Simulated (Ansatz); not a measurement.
The relaxed structure here is a generated cell of Be: the first start was made by placing the elements on the sites of a structure type, and the end was not matched to a known phase here, so it may be hypothetical. Known forms of Be include space group No. 194.

A relaxed cell of Be (Pm-3m (No. 221)), relaxed on a k-mesh at least as fine as the one used below. Method: r2SCAN (plane waves to 500 eV, PAW, scalar-relativistic; Ansatz, a program for electronic structure). Γ-centred k-mesh 15×15×15 on the run's cell (coarser than for final values), Fermi–Dirac smearing 0.05 eV.

```
Be
1.0
    4.34322     0.00000     0.00000
    2.17161     2.17161     0.00000
    0.00000     0.00000     2.17161
Be
2
Direct
  0.00000   0.00000   0.00000
  0.50000   0.00000   0.00000
```

The atoms are displaced along an unstable phonon of this cell by (Å):

| atom | ux | uy | uz |
|---|---|---|---|
| Be1 | 0.000 | 0.000 | 0.150 |
| Be2 | 0.000 | 0.000 | -0.150 |

**Question.** What forces (eV/Å) and pressure result?

**Answer.** 
```
atom    Fx    Fy     Fz
----  ----  ----  -----
Be1   0.00  0.00   1.50
Be2   0.00  0.00  -1.50
```

Pressure -2.7 GPa.

**Question.** Estimate the energy cost of the displacement in the harmonic approximation and compare with the calculation.

**Answer.** For a harmonic well ΔE = −½ Σ F·u = -0.226 eV a cell, or -113 meV/atom. The calculated energy relative to the undisplaced cell is -0.13 eV/atom, so the harmonic estimate holds well.

The undisplaced cell is probably no minimum: from this displacement the run went on to Im-3m (No. 229), 0.96 eV/atom below it.

No spin polarisation in the result.
